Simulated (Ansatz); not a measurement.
Relaxed NaHF₂ (space group R-3m):

```xyz
4
Lattice="1.7131 0.9891 4.5703 -1.7131 0.9891 4.5703 0.0000 -1.9781 4.5703" Properties=species:S:1:pos:R:3 pbc="T T T"
Na     0.0000     0.0000     0.0000
H      0.0000     0.0000     6.8554
F      0.0000     0.0000     7.9905
F      0.0000     0.0000     5.7204
```

All values below come from r2SCAN (plane waves to 500 eV, PAW, scalar-relativistic; Ansatz, a first-principles code). k mesh 9×9×9 (Γ-centred), Fermi-Dirac smearing 0.05 eV. NaHF2 was relaxed with its symmetry unable to fall.

One atom of the cell was then moved (with its periodic images), all else fixed, and the forces (eV/Å) came out as:

| atom | Fx | Fy | Fz |
|---|---|---|---|
| Na1 | 0.545 | 0.381 | -0.259 |
| H2 | 0.334 | 0.335 | 0.483 |
| F3 | -0.071 | -0.066 | -2.297 |
| F4 | -0.808 | -0.649 | 2.074 |

Q: Which atom was moved, and by which vector (Å)?

A: F4, by (0.13, 0.13, -0.18), 0.26 Å in all.

(For displaced atoms, the force is minus the slope of the energy, and its curvature is a force constant, which sets phonon frequencies.)
